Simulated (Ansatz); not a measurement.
KI:
```cif
data_IK
_chemical_formula_sum 'K1 I1'
_space_group_name_H-M_alt 'P 1'
_space_group_IT_number 1
_cell_length_a 5.07868
_cell_length_b 5.07868
_cell_length_c 5.07868
_cell_angle_alpha 60.000
_cell_angle_beta 60.000
_cell_angle_gamma 60.000
loop_
_space_group_symop_operation_xyz
  'x, y, z'
loop_
_atom_site_label
_atom_site_type_symbol
_atom_site_fract_x
_atom_site_fract_y
_atom_site_fract_z
_atom_site_occupancy
K1 K 0.00000 0.00000 0.00000 1
I1 I 0.50000 0.50000 0.50000 1
```

Relaxed with PBE. Independent-particle spectrum: no excitons, no local fields, no scissors shift; 0.1 eV broadening; ε₁ of the summed bands alone.

### Question
Tabulate the dielectric function from the program Ansatz at the PBE level (PAW).

### Answer


```
E (eV)  ε₁ xx  ε₂ xx
------  -----  -----
0.0      3.11   0.00
0.5      3.12   0.00
1.0      3.15   0.00
1.5      3.21   0.00
2.0      3.30   0.00
2.5      3.44   0.00
3.0      3.63   0.00
3.5      3.96   0.00
4.0      4.60   0.36
4.5      4.83   0.78
5.0      5.44   1.15
5.5      7.12   3.21
6.0      3.90   6.65
6.5      0.96   4.36
7.0      2.37   3.27
7.5      2.02   6.04
8.0     -1.04   3.36
8.5     -0.59   3.71
9.0     -1.44   2.44
9.5     -1.07   0.83
10.0    -0.02   0.39
10.5     0.62   1.07
11.0     0.01   0.62
11.5     0.47   0.27
12.0     1.41   0.97
```

### Question
From ε at 4.8 eV (xx: 5.12 + 0.99i), find n, k, the normal reflectivity and the absorption coefficient.

### Answer
n = 2.27, k = 0.218, R = 15 %, α = 2kE/ħc = 110000 cm⁻¹.

With all bands, ε∞ without local fields is 3.16. DFPT, with local fields, gives 2.80.

Space group Fm-3m (rock salt). The PBE relaxation kept the symmetry of its start; phonons on a q-mesh show no instability. Spin–orbit coupling is left out wherever it is not named.

Potentials: the later of the program's two PAW sets.
